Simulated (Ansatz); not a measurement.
## Pressure against volume: Mg

```
Mg
1.0
    -1.47650    1.47650    1.47650
     1.47650   -1.47650    1.47650
     1.47650    1.47650   -1.47650
Mg
1
Direct
  0.00000 0.00000 0.00000
```

The geometry is COD entry 1538898, unchecked; take it as a test cell.

Methods: DFT, LDA, all-electron LAPW, scalar-relativistic (Ansatz 0.2.0); DFT, LDA, PAW with Ansatz's default frozen-core files, scalar-relativistic (Ansatz 0.2.0).

For LAPW: a Γ-centred 19×19×19 k mesh, Fermi–Dirac smearing of 0.03 eV, basis error target 0.5 meV/atom, no spin polarisation. PAW takes a cutoff of 420 eV at this cell (files made with PBE, cores remade for this functional). The Ansatz runs share mesh, smearing and spin set-up. Plane-wave (PAW) pressures include the program's estimate of the Pulay term.

The cell above is scaled evenly, with fractional coordinates and shape held.

```
V/V(cell)  V (Å³/atom)  P, LAPW (GPa)  P, PAW (GPa)  free energy over the lowest listed, PAW (meV/atom)
   0.9400       12.103          70.12         70.01                                               539.8
   0.9600       12.360          64.87         64.77                                               431.5
   0.9800       12.618          60.04         59.94                                               331.4
   0.9900       12.747          57.76         57.66                                               284.1
   1.0000       12.875          55.57         55.47                                               238.7
   1.0100       13.004              ?             ?                                                   ?
   1.0200       13.133          51.43         51.34                                               152.9
   1.0400       13.390          47.60         47.51                                                73.5
   1.0600       13.648          44.04         43.96                                                 0.0
```

Q: Fill in the row V/V(cell) = 1.0100.

A: P, LAPW (GPa) = 53.46, P, PAW (GPa) = 53.37, free energy over the lowest listed, PAW (meV/atom) = 194.9.
